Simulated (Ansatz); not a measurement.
Y:
```yaml
crystal:
  lattice:
    - [3.60598, 0.00000, 0.00000]
    - [-1.80299, 3.12287, 0.00000]
    - [0.00000, 0.00000, 5.59203]
  atoms:
    - { symbol: Y, position: [0.33333, 0.66667, 0.75000] }
    - { symbol: Y, position: [0.66667, 0.33333, 0.25000] }
```

Relaxed with PBE+D3(BJ). Special points in fractions of this cell's reciprocal vectors: Γ (0.000, 0.000, 0.000); M (0.500, 0.000, 0.000); K (0.333, 0.333, 0.000); A (0.000, 0.000, 0.500); L (0.500, 0.000, 0.500); H (0.333, 0.333, 0.500).

Q: List the band energies nearest the Fermi level at these points for PBE+D3(BJ) (plane waves, PAW; program Ansatz).

A: In eV from the Fermi level; about four levels below and three above (degenerate sets whole), none deeper than 8.9 eV; points with the same levels are listed once.

| k | below | above |
|---|---|---|
| Γ | -4.70 -1.88 | 1.10 1.78 1.78 |
| M | -1.67 -1.25 -0.85 -0.06 | 1.45 1.53 2.21 |
| K | -0.78 -0.66 -0.66 -0.45 | 1.14 1.14 2.48 |
| A | -3.20 -3.20 | 1.03 1.03 1.68 1.68 1.68 1.68 |
| L | -1.69 -1.69 | 0.09 0.09 1.50 1.50 |
| H | -0.40 -0.40 -0.38 -0.38 | 0.47 0.47 2.87 2.87 |

Space group P6_3/mmc (hcp (Mg type)). The PBE+D3(BJ) relaxation kept the symmetry of its start. The run is not spin-polarised. The pairwise dispersion correction was not fitted to metals. Scalar-relativistic: spin–orbit coupling is off unless named, which matters more the heavier the elements.

Potentials: the earlier of the program's two PAW sets.
